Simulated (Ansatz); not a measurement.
## What DFT gives for Bi$_{2}$BrClO$_{4}$

```
Br O Bi Cl
1.0
     3.91684    0.00000    0.00000
     0.00000    3.91684    0.00000
     0.00000    0.00000    9.05158
Br O Bi Cl
1 4 2 1
Cartesian
  0.0000 0.0000 0.0000
  1.9584 0.0000 7.6757
  0.0000 1.9584 7.6757
  1.9584 0.0000 1.3758
  0.0000 1.9584 1.3758
  1.9584 1.9584 6.5135
  1.9584 1.9584 2.5381
  0.0000 0.0000 4.5258
```

The numbers come from plane-wave PAW DFT (Ansatz): PBE, no spin polarisation, 420 eV, 9×9×4 Γ-centred k points, fermi-dirac occupations (width 0.1144 eV). Nothing was relaxed.

**Charges.** Bader charges in e: Bi +1.74, Br +0.94, Cl -0.76, O -0.92. In the mean Bi gives up most and O takes most.
**Forces.** The largest is on Bi6 (and as large on other atoms): 0.67 eV/Å, components (0.00, 0.00, 0.67). It makes 59° with the line to a nearest neighbour, O2 at 2.28 Å.
**Contacts.** O–Bi at 2.28 Å: least valence density 0.51 e/Å³ and ELF 0.26 there. Br–O at 2.39 Å: least valence density 0.36 e/Å³ and ELF 0.26 there. Cl–Bi at 3.41 Å: least valence density 0.09 e/Å³ and ELF 0.09 there. Both are smooth PAW fields, read partly inside the augmentation spheres.
**At the Fermi level.** It is a metal, with about 3.7 states/eV a cell as the mean within 0.25 eV of the Fermi level, mostly O p (45 %) and Br p (43 %).
**Formation energy.** -0.36 eV an atom against the elements' usual phases (free molecules for gases, crystals otherwise, with no correction for O₂ or N₂), so it is bound against them; other compounds may still compete. Relaxing would lower it.
**Stress.** The pressure is 0.7 GPa (compression positive), so with the atoms held at these fractions the cell would first expand.

Origin: a known structure type with other elements, at an estimated volume, so it need not be a known compound. Caveats: many states at the Fermi level without spin polarisation, so a magnetic state may lie lower.
